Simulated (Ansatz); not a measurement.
Sc2Co:
```cif
data_Co4Sc8
_chemical_formula_sum 'Co4 Sc8'
_space_group_name_H-M_alt 'I4/mcm'
_space_group_IT_number 140
_space_group_name_Hall '-I 4 2c'
_cell_length_a 6.21360
_cell_length_b 6.21360
_cell_length_c 5.54750
_cell_angle_alpha 90.000
_cell_angle_beta 90.000
_cell_angle_gamma 90.000
loop_
_atom_site_label
_atom_site_type_symbol
_atom_site_symmetry_multiplicity
_atom_site_Wyckoff_symbol
_atom_site_fract_x
_atom_site_fract_y
_atom_site_fract_z
_atom_site_occupancy
Co1 Co 4 a 0.00000 0.00000 0.25000 1
Sc1 Sc 8 h 0.32195 0.17805 0.00000 1
```
(The calculation used a cell of 6 atoms; values per cell refer to that cell.)

Relaxed at zero pressure with plane-wave PAW PBEsol (Ansatz code).

Problem. The volume is raised by 6 % and shape and atoms relax at that volume. What pressure results, and how do the axes share the change?

Solution. -4.9 GPa; a 1.9 %, b 1.9 %, c 2.2 %; the energy rises by 17 meV/atom.

Problem. Give the new structure.

Solution. 
Space group I4/mcm (No. 140); a = b = 6.3288 Å, c = 5.6682 Å, α = β = γ = 90.00°

```tsv
atom	site	symmetry	x	y	z
Co	4a	422	0.0000	0.0000	0.2500
Sc	8h	m.2m	0.3198	0.1802	0.0000
```

The phase is kept; no other phase was compared at this pressure.

The workflow started from an entry of the Crystallography Open Database (COD). Whether it is the stable phase at ambient conditions was not checked. Symmetry was held in the PBEsol relaxation; whether a distortion lowers the energy is not shown. The workflow began spin-polarised and lost its moments. Axis ratios of metals converge slowly with the k-mesh, so a and c are less sure than the volume.

Potentials: the later of the program's two PAW sets.
